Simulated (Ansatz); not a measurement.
Sr2ZnWO6:
```xyz
10
Lattice="-2.7873 2.7873 4.0162 2.7873 -2.7873 4.0162 2.7873 2.7873 -4.0162" Properties=species:S:1:pos:R:3 pbc="T T T"
Sr     2.7873     0.0000     2.0081
Sr     0.0000     2.7873     2.0081
Zn     0.0000     0.0000     4.0162
W      0.0000     0.0000     0.0000
O      1.2190     1.6860     4.0162
O      1.5683     1.1012     0.0000
O      1.1012     4.0062     0.0000
O      1.6860    -1.2190     4.0162
O      0.0000     0.0000     1.9208
O      0.0000     0.0000     6.1115
```

Relaxed with r²SCAN. Independent-particle spectrum: no excitons, no local fields, no scissors shift; 0.1 eV broadening; ε₁ of the summed bands alone.

Tabulate the dielectric function from plane-wave PAW r²SCAN (Ansatz code).



```csv
E (eV),ε₁ xx,ε₂ xx,ε₁ zz,ε₂ zz
0.0,4.63,0.00,4.65,0.00
0.5,4.66,0.00,4.67,0.00
1.0,4.72,0.00,4.73,0.00
1.5,4.84,0.00,4.85,0.00
2.0,5.03,0.00,5.03,0.00
2.5,5.33,0.00,5.31,0.00
3.0,5.85,0.00,5.80,0.00
3.5,7.14,0.01,6.90,0.00
4.0,7.30,3.22,7.16,2.56
4.5,6.28,3.88,6.42,3.88
5.0,6.92,8.13,5.76,6.70
5.5,1.35,5.64,2.79,5.06
6.0,0.46,2.77,0.39,3.09
6.5,2.74,0.73,2.63,1.37
7.0,4.18,2.24,5.12,1.45
7.5,3.75,2.79,3.77,4.22
8.0,3.63,3.62,3.03,4.08
8.5,3.31,4.29,2.87,4.38
9.0,1.76,4.37,1.56,4.04
9.5,1.84,4.07,2.39,3.82
10.0,1.39,4.51,1.14,4.74
10.5,0.25,4.06,-0.03,4.31
11.0,-0.29,2.93,-0.27,2.65
11.5,-0.09,2.14,-0.20,2.21
12.0,0.62,1.84,0.63,1.64
```

From ε at 5.1 eV (xx: 4.17 + 8.47i), find n, k, the normal reflectivity and the absorption coefficient.

n = 2.61, k = 1.623, R = 33 %, α = 2kE/ħc = 840000 cm⁻¹.

With all bands, ε∞ without local fields is 4.82 (xx = yy), 4.83 (zz).

Space group I4/m. The first step of the workflow began from a Materials Project structure, measured or hypothetical; the Crystallography Open Database copy checked does not list it. COD files the formula under space group No. 14, 225, so this cell is another polymorph or a model. With Zn and W taken as one species the cell has the higher symmetry I4/mcm, so it may be an ordered model of a mixed-site phase. Whether it is the stable phase at ambient conditions was not checked. Symmetry was held in the r²SCAN relaxation; its stability against distortions is not shown here. The run is not spin-polarised. No Hubbard U is applied. Spin–orbit coupling is left out wherever it is not named.

Potentials: the later of the program's two PAW sets.
